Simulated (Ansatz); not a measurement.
MgTe (wurtzite)

```
MgTe
1.0
    4.56033     0.00000     0.00000
   -2.28016     3.94936     0.00000
    0.00000     0.00000     7.41352
Mg Te
2 2
Cartesian
  2.28016   1.31645   0.00717
  0.00000   2.63291   3.71393
  2.28016   1.31645   4.62776
  0.00000   2.63291   0.92100
```

Two coordinates are scanned: the volume, and the ratio of the stretch along z (the conventional c axis) to the stretch across it. Atoms keep their fractional coordinates.

These are PBEsol (plane waves to 420 eV, PAW, scalar-relativistic; Ansatz, a quantum-chemistry and plane-wave program) values and carry that method's errors. k mesh 8×8×5 (Γ-centred), Fermi-Dirac smearing 0.05 eV. Stress and pressure are positive under compression. As the atoms are clamped, bonds stretch with the cell, which overstates energies and stresses. MgTe was relaxed with its symmetry unable to fall. Spin-orbit coupling is left out, though Te is heavy.

Changes of σxx (GPa) from the point V/V₀ = 1.000, (c/a)/(c/a)₀ = 1.000 when one coordinate moves alone (two changes are said to add if the coupling is within 5 % of the smaller one, nearly so within 20 %):

| point | change |
|---|---|
| V/V₀ = 1.000, (c/a)/(c/a)₀ = 0.920 | -1.646 |
| V/V₀ = 1.000, (c/a)/(c/a)₀ = 0.947 | -1.119 |
| V/V₀ = 1.000, (c/a)/(c/a)₀ = 0.973 | -0.569 |
| V/V₀ = 0.960, (c/a)/(c/a)₀ = 1.000 | 1.608 |
| V/V₀ = 0.973, (c/a)/(c/a)₀ = 1.000 | 1.035 |
| V/V₀ = 0.987, (c/a)/(c/a)₀ = 1.000 | 0.500 |
| V/V₀ = 1.013, (c/a)/(c/a)₀ = 1.000 | -0.466 |
| V/V₀ = 1.027, (c/a)/(c/a)₀ = 1.000 | -0.902 |
| V/V₀ = 1.040, (c/a)/(c/a)₀ = 1.000 | -1.309 |
| V/V₀ = 1.000, (c/a)/(c/a)₀ = 1.027 | 0.583 |
| V/V₀ = 1.000, (c/a)/(c/a)₀ = 1.053 | 1.176 |
| V/V₀ = 1.000, (c/a)/(c/a)₀ = 1.080 | 1.777 |

Q: What is the change at V/V₀ = 0.960, (c/a)/(c/a)₀ = 0.920, where both move, and how far is it from the sum?

A: The sum of the single changes is 1.608 + (-1.646) = -0.038; the calculation gives -0.303, so the coupling contributes -0.265 (under 20 % of the smaller single change, nearly additive).

Q: Do the two effects add at V/V₀ = 1.013, (c/a)/(c/a)₀ = 0.920? Give the computed change.

A: The sum of the single changes is -0.466 + (-1.646) = -2.112; the calculation gives -2.032, so the coupling contributes 0.080 (under 20 % of the smaller single change, nearly additive).

Q: What is the change at V/V₀ = 1.027, (c/a)/(c/a)₀ = 0.947, where both move, and how far is it from the sum?

A: The sum of the single changes is -0.902 + (-1.119) = -2.021; the calculation gives -1.917, so the coupling contributes 0.104 (under 20 % of the smaller single change, nearly additive).

(Under strain, the slope of the energy per volume gives the stress and its curvature an elastic modulus.)
